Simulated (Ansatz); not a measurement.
A relaxation computed with Ansatz, from input to last step.

```yaml
crystal:
  lattice:
    - [3.3082826291, 0.0, 0.0]
    - [-1.6541413146, 2.8650567997, 0.0]
    - [0.0, 0.0, 13.7010889211]
  atoms:
    - { symbol: W, position: [0.3333333333, 0.6666666667, 0.25] }
    - { symbol: W, position: [0.6666666667, 0.3333333333, 0.75] }
    - { symbol: Se, position: [0.3333333333, 0.6666666667, 0.6267641375] }
    - { symbol: Se, position: [0.6666666667, 0.3333333333, 0.1267641375] }
    - { symbol: Se, position: [0.3333333333, 0.6666666667, 0.8732358625] }
    - { symbol: Se, position: [0.6666666667, 0.3333333333, 0.3732358625] }
basis:
  ecutwfc: 420
kpoints:
  mp_grid: { grid: [12, 12, 2] }
hamiltonian:
  xc: pbesol
scf:
  occupations: { method: gaussian, width: 0.02 }
output:
  forces: true
  stress: true
  eigenvalues: true
  write_density: true
  write_potential: true
  elf: true
  volumetric_format: npy
relax:
  adjacent_minimum: "off"
  f_tol: 0.01
  max_steps: 30
  cell: { stress_tol: 0.1, fix: [volume] }
```

```bash
ansatz run input.yaml --threads 2 --pin off --max-ram 5120MiB --backend cpu --events-out ev --progress --plain --runs-dir out
```

Level of theory: DFT PBEsol, scalar-relativistic, plane waves, PAW in Ansatz.

The volume is held at 1.06 times that of the relaxed cell.

Of 6 frames 5 are shown, positions in Å and forces in eV/Å; the SCF threshold varies from step to step. Steps run on the plane waves of an earlier cell, with a Pulay correction in the pressure. The basis is chosen afresh for the last frame, the zero of the energies, and at times for earlier ones too; energy and pressure can step there, also at an unchanged geometry. Where two frames share a geometry here, they differ by under 2 meV/atom and 0.3 GPa. The mark taken_back stands on steps that the optimiser undid.

```xyz
6
Lattice="3.3083 0.0000 0.0000 -1.6541 2.8651 0.0000 0.0000 0.0000 13.7011" Properties=species:S:1:pos:R:3:forces:R:3 pbc="T T T" step=1 free_energy_over_end_meV_per_atom=6.63 pressure_GPa=-4.09
W     0.0000    1.9100    3.4253    0.0000    0.0000    0.0000
W     1.6541    0.9550   10.2758    0.0000    0.0000    0.0000
Se    0.0000    1.9100    8.5874    0.0000    0.0000    0.4609
Se    1.6541    0.9550    1.7368    0.0000    0.0000    0.4609
Se    0.0000    1.9100   11.9643    0.0000    0.0000   -0.4609
Se    1.6541    0.9550    5.1137    0.0000    0.0000   -0.4609
6
Lattice="3.2728 0.0000 0.0000 -1.6364 2.8343 0.0000 0.0000 0.0000 13.9997" Properties=species:S:1:pos:R:3:forces:R:3 pbc="T T T" step=2 free_energy_over_end_meV_per_atom=7.04 pressure_GPa=2.60 taken_back
W     0.0000    1.8896    3.4999    0.0000    0.0000    0.0000
W     1.6364    0.9448   10.4998    0.0000    0.0000    0.0000
Se    0.0000    1.8896    8.8593    0.0000    0.0000   -0.6241
Se    1.6364    0.9448    1.8594    0.0000    0.0000   -0.6241
Se    0.0000    1.8896   12.1403    0.0000    0.0000    0.6241
Se    1.6364    0.9448    5.1404    0.0000    0.0000    0.6241
6
Lattice="3.2909 0.0000 0.0000 -1.6454 2.8500 0.0000 0.0000 0.0000 13.8466" Properties=species:S:1:pos:R:3:forces:R:3 pbc="T T T" step=3 free_energy_over_end_meV_per_atom=0.54 pressure_GPa=-1.56
W     0.0000    1.9000    3.4617    0.0000    0.0000    0.0000
W     1.6454    0.9500   10.3850    0.0000    0.0000    0.0000
Se    0.0000    1.9000    8.7126    0.0000    0.0000    0.0824
Se    1.6454    0.9500    1.7893    0.0000    0.0000    0.0824
Se    0.0000    1.9000   12.0573    0.0000    0.0000   -0.0824
Se    1.6454    0.9500    5.1340    0.0000    0.0000   -0.0824
6
Lattice="3.2730 0.0000 0.0000 -1.6365 2.8345 0.0000 0.0000 0.0000 13.9978" Properties=species:S:1:pos:R:3:forces:R:3 pbc="T T T" step=4 free_energy_over_end_meV_per_atom=0.09 pressure_GPa=-0.51
W     0.0000    1.8897    3.4994    0.0000    0.0000    0.0000
W     1.6365    0.9448   10.4983    0.0000    0.0000    0.0000
Se    0.0000    1.8897    8.8227    0.0000    0.0000    0.0224
Se    1.6365    0.9448    1.8238    0.0000    0.0000    0.0224
Se    0.0000    1.8897   12.1739    0.0000    0.0000   -0.0224
Se    1.6365    0.9448    5.1751    0.0000    0.0000   -0.0224
6
Lattice="3.2787 0.0000 0.0000 -1.6394 2.8395 0.0000 0.0000 0.0000 13.9490" Properties=species:S:1:pos:R:3:forces:R:3 pbc="T T T" step=6 free_energy_over_end_meV_per_atom=0.00 pressure_GPa=-0.61
W     0.0000    1.8930    3.4873    0.0000    0.0000    0.0000
W     1.6394    0.9465   10.4618    0.0000    0.0000    0.0000
Se    0.0000    1.8930    8.7900    0.0000    0.0000   -0.0079
Se    1.6394    0.9465    1.8155    0.0000    0.0000   -0.0079
Se    0.0000    1.8930   12.1335    0.0000    0.0000    0.0079
Se    1.6394    0.9465    5.1590    0.0000    0.0000    0.0079
```

The run took 26 s on 2 threads of Intel(R) Xeon(R) 6975P-C (Granite Rapids), on a shared host, peak memory 0.63 GiB.

Spin–orbit coupling is left out, which can shift energies with elements as heavy as these. The cell holds layers, and where no dispersion correction was added their binding is poorly described.